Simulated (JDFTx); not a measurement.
System: Si(111) (Fd-3m bulk; lattice of mp-149, not re-optimised at this level), (2×1) cell of 16 atoms in 8 planes, area 25.66 Å² a face, 10.2 Å between the outermost planes in a cell 29.2 Å high; k mesh 3×6×1, Fermi width 0.003 Ha, no spin polarisation. Both faces carry Cl and Br (1.00 monolayer in all).

All numbers are PBE, GBRV ultrasoft potentials, plane waves to 20/100 Ha results from a modified build of JDFTx, not measurements. Each face has two sites a cell, capped by Cl and Cl, Cl and Br, or Br and Br, and relaxed in vacuum within the start's symmetry. The ionisation potential is minus the Kohn-Sham valence edge against vacuum. Liquid: CANDLE, water, 1 M NaCl; SHE by the 4.44 V convention. Both faces are alike, and the cell allows no reconstruction beyond its size. The edges are semilocal Kohn-Sham levels of this thin slab, taken over the k mesh, and may belong to surface states. Spin-orbit coupling is left out, which can move the edges for the heavier elements here.

| caps | ionisation potential (eV) | valence edge in liquid (V vs SHE) |
|---|---|---|
| all Cl | 5.73 | 1.19 |
| half Cl, half Br | … | … |
| all Br | 5.34 | 0.78 |

Q: Predict the half-covered face from the two pure ones.

A: 
- half Cl, half Br, ionisation potential (eV): 5.53
- half Cl, half Br, valence edge in liquid (V vs SHE): 0.99

The half-covered face lies 0.00 eV from the mean of the two ionisation potentials, and its valence edge in the liquid 0.00 V from the mean.
